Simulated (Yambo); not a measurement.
G0W0@PBEsol for InSe (space group P6_3/mmc, No. 194) in Yambo (3×3×1 mesh, 7 Ry block, plasmon pole, screening fixed), without a terminator:

```
bands N in G  gap Γ → Γ (eV)  shift of the valence edge (eV)
------------  --------------  ------------------------------
151                    1.041                          -0.410
244                    1.033                          -0.663
370                    1.039                          -0.785
```

Problem. Extrapolate both columns to infinite N with E(N) = E∞ + A/N, test the form, and compare with the terminator.

Solution. From two points, E∞ = (N2 E2 − N1 E1)/(N2 − N1). The two largest N give 1.05 eV for the gap and -1.02 eV for the shift; the two smallest give 1.02 eV and -1.07 eV. For the gap the slopes A are 3.2 and -4.3 eV: the form isn't reached, and its limit is uncertain. For the shift the slopes A are 100 and 87 eV: the 1/N form holds. With the Bruneval-Gonze terminator and 370 bands the run gives 1.05 eV and -0.87 eV, 0.00 eV and 0.15 eV from the extrapolated values: the terminator too is an estimate of the remainder. Block, mesh and the bands in W are held fixed.

The standard potentials for In, Se keep a d shell in the valence without the s and p states of that shell. In tests on such compounds this moved G0W0 gaps by up to about 0.9 eV, so absolute quasiparticle energies here are unreliable; differences between settings are what counts.

Spin-orbit coupling is not included.

Geometry relaxed with PBE+D3(BJ); primitive cell a = 4.0344 Å, b = 4.0344 Å, c = 16.8625 Å, α = 90.00°, β = 90.00°, γ = 120.00°.

A shift is the quasiparticle energy of the state minus its PBEsol energy.
